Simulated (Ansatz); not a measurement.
Phase order of W

Structure types of W are relaxed in primitive cells with their symmetry kept at 0 GPa, first on PAW files, then by LAPW. The enthalpy is E + pV at zero temperature, without zero-point motion. Only the types listed were tried, and differences under about 5 meV/atom are mesh noise.

Computed with Ansatz 0.2.0; functional LDA, scalar-relativistic. Settings: Fermi–Dirac smearing of 0.05 eV, no spin polarisation. Methods: LAPW: all electrons, basis error target 0.5 meV/atom; PAW: frozen-core files, cutoff 420 eV.

k meshes: fcc 18×18×18, bcc 18×18×18, hcp 17×17×9.

Spin–orbit coupling is left out, which matters for the heavy atoms. The PAW files were made under PBE.

| start type | ends as | a, b, c (Å) | V (Å³/atom) | H − H(lowest), LAPW (meV/atom) |
| --- | --- | --- | --- | --- |
| fcc | fcc, Fm-3m | 3.973, 3.973, 3.973 | 15.68 | ? |
| bcc | bcc, Im-3m | 3.136, 3.136, 3.136 | 15.42 | 0.0 |
| hcp | hcp, P6_3/mmc | 2.736, 2.736, 4.853 | 15.73 | ? |

Task: Fill in "H − H(lowest), LAPW (meV/atom)" for the row "fcc".

Result: 488.7.

Task: Give the missing entry: row "hcp", column "H − H(lowest), LAPW (meV/atom)".

Result: 506.0.
